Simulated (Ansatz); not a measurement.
The relaxed structure here is a generated cell of VSi2: the first start was made by placing the elements on the sites of a structure type, and the end was not matched to a known phase here, so it may be hypothetical.

One stationary structure of VSi2. Space group P-62m (No. 189). The numbers are results of PBEsol (plane waves to 420 eV, PAW, scalar-relativistic; Ansatz, a first-principles code), not measurements.

```cif
data_Si6V3
_chemical_formula_sum 'Si6 V3'
_space_group_name_H-M_alt 'P-62m'
_space_group_IT_number 189
_space_group_name_Hall 'P -6 -2'
_cell_length_a 6.63811
_cell_length_b 6.63811
_cell_length_c 3.23392
_cell_angle_alpha 90.000
_cell_angle_beta 90.000
_cell_angle_gamma 120.000
loop_
_atom_site_label
_atom_site_type_symbol
_atom_site_symmetry_multiplicity
_atom_site_Wyckoff_symbol
_atom_site_fract_x
_atom_site_fract_y
_atom_site_fract_z
_atom_site_occupancy
Si1 Si 3 f 0.00000 0.26738 0.00000 1
Si2 Si 3 g 0.37510 0.37510 0.50000 1
V1 V 1 b 0.00000 0.00000 0.50000 1
V2 V 2 c 0.33333 0.66667 0.00000 1
```

### Question
Give the magnetic moment at the level PBEsol.

### Answer
Zero (the starting moments vanished).

No spin polarisation in the result: the starting moments vanished. The relaxed primitive cell holds an odd number of electrons. A magnetic state may lie lower.

The run could not lose the symmetry of its start, so the end can be a saddle point.
